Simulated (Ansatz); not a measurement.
**Straining YTiGe**

All numbers below come from Ansatz 0.2.0, DFT PBEsol, scalar-relativistic, plane waves, PAW. Settings: 420 eV cutoff, 10×10×6 k-mesh, Gaussian smearing of 0.10 eV, no spin polarisation.

The relaxed crystal:

```
Y Ti Ge
1.0
     4.01075    0.00000    0.00000
     0.00000    4.01075    0.00000
     0.00000    0.00000    7.59028
Y Ti Ge
2 2 2
Cartesian
  2.0054 0.0000 4.9832
  0.0000 2.0054 2.6071
  0.0000 0.0000 0.0000
  2.0054 2.0054 0.0000
  2.0054 0.0000 1.8444
  0.0000 2.0054 5.7459
```

Deformation: uniaxial strain along c, with the lengths of a and b and the atoms relaxed and the angles held, all within the symmetry that the strain leaves. Energies are extrapolated to zero smearing. Stress is positive in compression, on the Cartesian axes of the cell above.

| strain (%) | ΔE (meV/atom) | a (Å) | b (Å) | c (Å) | σxx (GPa) | σyy (GPa) | σzz (GPa) |
| --- | --- | --- | --- | --- | --- | --- | --- |
| -3.0 | 8.9 | 4.043 | 4.043 | 7.363 | -0.01 | -0.01 | 4.48 |
| -2.0 | 4.0 | 4.031 | 4.031 | 7.438 | -0.01 | -0.01 | 2.96 |
| -1.0 | 1.1 | 4.020 | 4.020 | 7.514 | 0.01 | 0.01 | 1.48 |
| +0.0 | 0.0 | 4.011 | 4.011 | 7.590 | -0.03 | -0.03 | 0.03 |
| +1.0 | 0.7 | 4.001 | 4.001 | 7.666 | -0.01 | -0.01 | -1.32 |
| +2.0 | 3.2 | 3.993 | 3.993 | 7.742 | -0.01 | -0.01 | -2.60 |
| +3.0 | 7.2 | 3.984 | 3.984 | 7.818 | 0.00 | 0.00 | -3.75 |

Cost: 7 runs of about 17 core-minutes in all, on Arm Neoverse V2 (shared hosts).